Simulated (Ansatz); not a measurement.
**Na (Im-3m), clamped-ion strain scan**

All numbers below come from DFT LDA, scalar-relativistic, plane waves, PAW in Ansatz 0.2.0. Cutoff 420 eV, Γ-centred 16×16×16 k-points, Gaussian smearing of 0.15 eV. No spin polarisation. Energies are free energies at this smearing, counted from the undisturbed cell; pressure is positive in compression.

Reference structure (as given, not relaxed at this level; it stands at -0.9 GPa):

```
Na
1.0
    -2.11750    2.11750    2.11750
     2.11750   -2.11750    2.11750
     2.11750    2.11750   -2.11750
Na
1
Direct
  0.00000 0.00000 0.00000
```

The cell is strained by ε times the Voigt pattern (0, 1, 0, 0, 0, 0) (xx, yy, zz, yz, xz, xy; engineering shear) with fractional coordinates fixed. The cell is metallic on the mesh throughout.

```csv
ε,ΔE (meV/atom),"stress summed along the pattern (GPa, tension positive)",pressure (GPa)
-0.0200,-4.2,0.80,-0.8
-0.0100,-2.2,0.88,-0.9
0.0000,0.0,0.94,-0.9
0.0050,1.1,0.97,-1.0
0.0150,3.5,1.03,-1.0
0.0200,4.7,1.06,-1.0
```